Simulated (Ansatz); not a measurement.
The elements of this relaxed trial crystal are hidden behind letters.

```
lattice vectors (Å)
  -2.0791    2.0791    8.8828
   2.0791   -2.0791    8.8828
   2.0791    2.0791   -8.8828
fractional positions
X 0.0000 0.0000 0.0000
Z 0.6706 0.6706 0.0000
Z 0.3294 0.3294 0.0000
Q 0.4080 0.9080 0.5000
Q 0.0920 0.5920 0.5000
Q 0.7500 0.2500 0.5000
```

All numbers below come from DFT PBE, scalar-relativistic, plane waves, PAW (Ansatz). Cutoff 420 eV, Γ-centred 12×12×12 mesh (6-atom cell), Gaussian smearing of 0.10 eV, no spin polarisation.

```
Space group                                 : I-4m2 (No. 119)
Conventional cell                           : a = 4.158 Å, c = 17.766 Å
Volume per atom                             : 25.60 Å³
Density                                     : 5.18 g/cm³
Formation energy                            : −0.30 eV/atom
Gap on the 12×12×12 mesh of the 6-atom cell : 0 eV (the bands meet within 0.015 eV)
```

Energies are uncorrected and count from the elements' standard states at the same level.

Problem. X is a p-block element of period 5, Z is a p-block element of period 4 and Q is a p-block element of period 4. Which elements are they?

Solution. X = In, Z = Ga, Q = As, so the formula is InGa2As3. Density times volume gives a mean mass of 5.18 × 25.60/1.6605 = 79.9 u per atom, and this set has 79.8 u. In is surrounded by 4 As at 2.64 Å; Ga has 4 As at 2.50–2.51 Å; As on a site of symmetry 2mm is surrounded by 2 Ga at 2.50 Å and 2 In at 2.64 Å; 1 more site not described. Other sets within the hints have nearly the same mass, so mass alone doesn't settle it; this one was computed.

The zero gap may come from the functional, which often closes small gaps. A structure relaxed within its symmetry needn't be a true minimum.
